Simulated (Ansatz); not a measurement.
Ansatz (a first-principles code) input:

Ansatz 0.2 input:
```yaml
crystal:
  lattice:
    - [3.0717536449, 0.0, 0.0]
    - [-1.5358768225, 2.6602166907, 0.0]
    - [0.0, 0.0, 4.9910393721]
  atoms:
    - { symbol: Al, position: [0.3333333333, 0.6666666667, 0.5070996196] }
    - { symbol: Si, position: [0.6666666667, 0.3333333333, 0.9974401284] }
    - { symbol: C, position: [0.3333333333, 0.6666666667, 0.1085514269] }
    - { symbol: N, position: [0.6666666667, 0.3333333333, 0.6368988252] }
kpoints:
  mp_grid: { grid: [10, 10, 6] }
hamiltonian:
  xc: lda
  pseudopotentials: { kind: paw }
scf:
  occupations: { method: fixed }
phonons:
  method: dfpt
  response_accuracy: low
  eigenvectors: true
  rigid_motions: translations
  dielectric: true
  raman: true
```

Output (shortened):

```
Pseudopotential: Al, paw, valence charge 3
Pseudopotential: Si, paw, valence charge 4
Pseudopotential: C, paw, valence charge 4
Pseudopotential: N, paw, valence charge 5
Functional definition: SPW92
Crystal: 4 atoms, lattice volume = 40.784 Å³
Basis set: ecut = 420 eV, 785 PW (Γ), exchange–correlation on 48×48×72 points (8 copies of the dense FFT grid, shifted against one another)
Bands: 12, of which v1, the nominal top of the filled ones, is band 8 counted from 1 (7 counted from 0)
Symmetry: 6 space group operations
k-points: 172 of 600 (irreducible under 2 space group operations, time reversal used)
SCF iter   1: F=—  HF=-1741.927513 eV  |F-HF|=—  |Δ(HF+E_count)|=         —  Δρ=7.87e-3  dr2=2.75e-2  ethr=1.77e-3  ⟨swp⟩=4.9  Hψ=11889  notcnv=0  defer=338
preconditioner: auto → none
SCF iter   2: F=—  HF=-1741.920090 eV  |F-HF|=—  |Δ(HF+E_count)|=   7.42e-3  Δρ=3.83e-3  dr2=3.03e-3  ethr=1.72e-4  ⟨swp⟩=2.7  Hψ=4989  notcnv=0  defer=344
SCF iter   3: F=—  HF=-1741.919192 eV  |F-HF|=—  |Δ(HF+E_count)|=   8.98e-4  Δρ=1.48e-3  dr2=4.45e-4  ethr=1.89e-5  ⟨swp⟩=2.1  Hψ=3572  notcnv=0  defer=344
SCF iter   4: F=—  HF=-1741.919123 eV  |F-HF|=—  |Δ(HF+E_count)|=   6.88e-5  Δρ=7.05e-4  dr2=2.36e-4  ethr=2.78e-6  ⟨swp⟩=2.3  Hψ=3433  notcnv=0  defer=339
SCF iter   5: F=—  HF=-1741.919058 eV  |F-HF|=—  |Δ(HF+E_count)|=   6.51e-5  Δρ=7.63e-5  dr2=1.66e-6  ethr=1.47e-6  ⟨swp⟩=2.4  Hψ=3001  notcnv=0  defer=105
SCF iter   6: F=—  HF=-1741.919058 eV  |F-HF|=—  |Δ(HF+E_count)|=   2.19e-7  Δρ=1.24e-5  dr2=3.51e-8  ethr=1.04e-8  ⟨swp⟩=2.3  Hψ=3201  notcnv=0
SCF iter   7: F=—  HF=-1741.919058 eV  |F-HF|=—  |Δ(HF+E_count)|=   5.88e-9  Δρ=3.61e-6  dr2=4.11e-9  ethr=2.20e-10  ⟨swp⟩=2.3  Hψ=3206  notcnv=0
SCF iter   8: F=—  HF=-1741.919058 eV  |F-HF|=—  |Δ(HF+E_count)|=  3.69e-10  Δρ=1.27e-6  dr2=1.47e-9  ethr=2.57e-11  ⟨swp⟩=2.1  Hψ=2991  notcnv=0
SCF iter   9: F=-1741.919058 eV  HF=-1741.919058 eV  |F-HF|=2.25e-11  |Δ(HF+E_count)|=  3.63e-10  Δρ=3.52e-7  dr2=4.55e-11  ethr=1.00e-12  ⟨swp⟩=6.8  Hψ=14538  notcnv=0
SCF 1 converged in 9 iterations: F = -1741.919058 eV  dr2 = 4.55e-11
NSCF: frozen V_eff on 2 k-points
DFPT response loops at Γ: preconditioner auto → none (the input reference at scf.mixing.eps_inf says where Resta's filter doesn't serve); β = 0.50 …
── the response to a field inside a basis, on 14×14×8 k-points: an SCF that follows is theirs, and a resumed run solves both again ──
Crystal: 4 atoms, lattice volume = 40.784 Å³
Bands: 9, of which v1, the nominal top of the filled ones, is band 8 counted from 1 (7 counted from 0)
k-points: 420 of 1568 (irreducible under 2 space group operations, time reversal used)
SCF iter   1: F=—  HF=-1741.922973 eV  |F-HF|=—  |Δ(HF+E_count)|=         —  Δρ=4.94e-4  dr2=1.51e-5  ethr=1.00e-1
preconditioner: auto → none
SCF iter   2: F=—  HF=-1741.922974 eV  |F-HF|=—  |Δ(HF+E_count)|=   8.08e-7  Δρ=2.36e-4  dr2=4.23e-6  ethr=9.45e-8
SCF iter   3: F=—  HF=-1741.922975 eV  |F-HF|=—  |Δ(HF+E_count)|=   1.05e-6  Δρ=9.44e-5  dr2=1.63e-6  ethr=2.65e-8
SCF iter   4: F=—  HF=-1741.922975 eV  |F-HF|=—  |Δ(HF+E_count)|=   2.55e-7  Δρ=1.69e-5  dr2=1.15e-7  ethr=1.02e-8
SCF iter   5: F=—  HF=-1741.922975 eV  |F-HF|=—  |Δ(HF+E_count)|=   2.68e-8  Δρ=4.77e-6  dr2=2.76e-9  ethr=7.19e-10
SCF iter   6: F=—  HF=-1741.922975 eV  |F-HF|=—  |Δ(HF+E_count)|=  2.05e-10  Δρ=5.74e-7  dr2=2.95e-10  ethr=1.72e-11
SCF iter   7: F=-1741.922975 eV  HF=-1741.922975 eV  |F-HF|=5.00e-12  |Δ(HF+E_count)|=  8.19e-11  Δρ=1.31e-7  dr2=7.32e-12  ethr=1.84e-12
SCF 1 converged in 7 iterations: F = -1741.922975 eV  dr2 = 7.32e-12
DFPT response loops at Γ: mixed as the last ones told, above
DFPT response loops at Γ: mixed as the last ones told, above
SCF converged after 9 iterations
Free energy (F): -1741.919058 eV
Harris-Foulkes:  -1741.919058 eV  (|F-HF|=2.25e-11)
Internal energy: -1741.919058 eV  (E = F + TS)
E sigma→0 (E₀):  -1741.919058 eV
Fermi energy:    8.621423 eV
--- Per-component energies (eV) ---
  E_band       = 42.508066
  E_kinetic    = 296.970929
  E_local      = -339.719228  (includes V_loc(G=0)·N_el)
  E_nonlocal   = 111.637497
  E_hartree    = 113.399204
  E_xc         = -205.940960
  E_vxc        = -217.785837  (∫ρ·V_xc dr)
  E_paw        = -1140.192650  (= ΣΔE_a)
  E_vpaw       = -35.393808  (= ΣTr[D̂ρ^β])
  E_aug_tail   = 0.000106  (compensation charges beyond the density's cutoff)
  E_ewald      = -578.356880
  E_core_change = 0.282924  (= ΣΔE_core)
  E_smearing   =  0.000000  (= −TS)
  E_closure    = 0.000000  (closes the sum)
  Σ components = -1741.919058   (vs F -1741.919058, Δ=0.00e0)
  [band-id]    e_kinetic+e_local+e_nonlocal+2·e_hartree+e_vxc+e_vpaw+e_augmentation_tail = 42.508067   (vs E_band 42.508066, Δ=7.25e-7)
--- Band table (eV; the first three rows and the last of 172) ---
  k-point 0: bands = ["-7.6059", "-3.7199", "0.8656", "6.7155", "6.7155", "8.2324", "8.6214", "8.6214", "12.9338", "14.9987", "16.5196", "16.5196"]
  k-point 1: bands = ["-7.5326", "-4.0189", "1.4050", "6.7395", "6.7395", "7.5796", "8.5858", "8.5858", "13.3505", "15.1817", "16.4854", "16.4854"]
  k-point 2: bands = ["-7.3623", "-4.5544", "2.6757", "6.1434", "6.7905", "6.7905", "8.5119", "8.5119", "14.1373", "15.5564", "16.4405", "16.4405"]
  k-point 171: bands = ["-5.7702", "-1.8479", "1.8616", "3.0064", "4.1113", "4.3993", "5.9001", "7.1485", "12.9660", "15.0887", "15.8433", "17.5052"]
--- Phonons (Γ-DFPT): 8 representative perturbations + reference, on 172 of 600 k-points (Σ response iterations 24) ---
  ASR residual: 2.355e-4 → 0.000e0 eV/Å²; symmetrization residual: 5.295e-6 eV/Å²
  ASR residual per site (eV/Å²): 5.00e-5 8.14e-5 2.36e-4 1.01e-4
  Γ frequencies (cm⁻¹): 0.00 0.00 0.00 246.69 246.69 544.51 655.45 655.45 701.72 784.47 805.54 805.54
  ε∞ (high-frequency dielectric tensor):
        5.708953     0.000000     0.000000
        0.000000     5.708953     0.000000
        0.000000     0.000000     5.734791
  ε⁰ (static dielectric tensor: ions relaxed, cell fixed):
        9.369269     0.000000     0.000000
        0.000000     9.369269     0.000000
        0.000000     0.000000    10.856680
  ε⁰ − ε∞ (ionic part):
        3.660316     0.000000     0.000000
        0.000000     3.660316     0.000000
        0.000000     0.000000     5.121889
  softest optical mode at Γ: 246.69 cm⁻¹; the repairs (sum rule, projections) moved no ω² at Γ by more than (2.60 cm⁻¹)²
  Born effective charges Z* (e; rows j = field, columns β = displacement):
    site 0:
         2.46298    0.00000    0.00000
         0.00000    2.46298    0.00000
         0.00000    0.00000    3.08231
    site 1:
         2.90576    0.00000    0.00000
         0.00000    2.90576    0.00000
         0.00000    0.00000    2.65011
    site 2:
        -2.91918    0.00000    0.00000
         0.00000   -2.91918    0.00000
         0.00000    0.00000   -2.39659
    site 3:
        -2.44957    0.00000    0.00000
         0.00000   -2.44957    0.00000
         0.00000    0.00000   -3.33584
  Z* charge neutrality: 1.078e-3 e pre-enforcement
  solved inside a basis spanned on kpoints, on 14×14×8 k-points: ε∞ is read to err by 1.9e-2, Z* by 1.3e-2 e (field_mesh: kpoints solves on kpoints) …
  Raman tensors (in the event stream and the table raman_tensors.tsv) …
  optical modes at Γ without the LO–TO term, one row a degenerate level:
      ω (cm⁻¹)  modes    IR ((D/Å)²/amu)  static Raman (Å⁴/amu)  depolarisation
        246.69      2             0.1354                 1.9184           0.750
        544.51      1             7.5263                 1.0081           0.644
        655.45      2            25.0356                11.9835           0.750
        701.72      1            35.7272                34.1243           0.750
        784.47      1             0.0002                 9.0026           0.516
        805.54      2            51.5781                18.1578           0.750
  optical modes at Γ + LO–TO along q̂ = [1.0000, 0.0000, 0.0000]:
      ω (cm⁻¹)  modes    IR ((D/Å)²/amu)  static Raman (Å⁴/amu)  depolarisation
        246.69      1             0.0677                 0.9592           0.750
        247.42      1             0.0231                 1.0203           0.750
        544.51      1             7.5263                 1.0081           0.644
        655.45      1            12.5178                 5.9918           0.750
        691.24      1             1.9003                 4.8536           0.750
        701.72      1            35.7272                34.1243           0.750
        784.47      1             0.0002                 9.0026           0.516
        805.54      1            25.7890                 9.0789           0.750
        975.63      1            36.4512                29.8323           0.750
  optical modes at Γ + LO–TO along q̂ = [0.0000, 1.0000, 0.0000]:
      ω (cm⁻¹)  modes    IR ((D/Å)²/amu)  static Raman (Å⁴/amu)  depolarisation
        246.69      1             0.0677                 0.9592           0.750
        247.42      1             0.0231                 1.0203           0.750
        544.51      1             7.5263                 1.0081           0.644
        655.45      1            12.5178                 5.9918           0.750
        691.24      1             1.9003                 4.8536           0.750
        701.72      1            35.7272                34.1243           0.750
        784.47      1             0.0002                 9.0026           0.516
        805.54      1            25.7890                 9.0789           0.750
        975.63      1            36.4512                29.8323           0.750
  optical modes at Γ + LO–TO along q̂ = [0.0000, 0.0000, 1.0000]:
      ω (cm⁻¹)  modes    IR ((D/Å)²/amu)  static Raman (Å⁴/amu)  depolarisation
        246.69      2             0.1354                 1.9184           0.750
        565.88      1             0.8254                 0.9244           0.355
        655.45      2            25.0356                11.9835           0.750
        784.47      1             0.0001                 8.9025           0.513
        805.54      2            51.5781                18.1578           0.750
        929.04      1            42.4282                39.9882           0.612
```

Cost: around 16 core-minutes (rough) on shared cores.

Space group P3m1. The workflow started from a Materials Project entry (that database holds measured and hypothetical structures alike); the Crystallography Open Database copy checked does not list it. Whether it is the stable phase at ambient conditions was not checked. Symmetry was held in the LDA relaxation; its stability against distortions is not shown here.

Potentials: the later of the program's two PAW sets.

Ansatz is a plane-wave DFT program.
